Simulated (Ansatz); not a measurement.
**Zone-centre modes in ScHO2**

All numbers below come from Ansatz 0.2.0, DFT PBEsol, scalar-relativistic, plane waves, PAW. Cutoff 420 eV, Γ-centred 12×12×4 k-points, Gaussian smearing of 0.05 eV. No spin polarisation.

Reference structure (relaxed at this level; it needn't be the usual structure):

```
Sc H O
1.0
     3.19378    0.00000    0.00000
    -1.59689    2.76589    0.00000
     0.00000    0.00000    8.97696
Sc H O
2 2 4
Direct
  0.00000 0.00000 0.50000
  0.00000 0.00000 0.00000
  0.66667 0.33333 0.75000
  0.33333 0.66667 0.25000
  0.66667 0.33333 0.61500
  0.66667 0.33333 0.88500
  0.33333 0.66667 0.11500
  0.33333 0.66667 0.38500
```

Harmonic modes by finite displacements of 0.02 Å, without the LO–TO term.

(1) At this geometry, is the structure stable against these modes?

(2) List the wavenumbers in cm⁻¹.

## Answers

(1) No: 1 mode is unstable, the strongest at 751i cm⁻¹.

(2) 751i, 0, 0, 0, 50, 50, 308, 308, 310, 312, 312, 371, 371, 377, 377, 481, 714, 768, 771, 1192, 1192, 1208, 1208, 1811.

Cost: 1 run of about 2.4 core-minutes, on Intel Xeon Platinum 8259CL (Skylake/Cascade Lake) (shared hosts).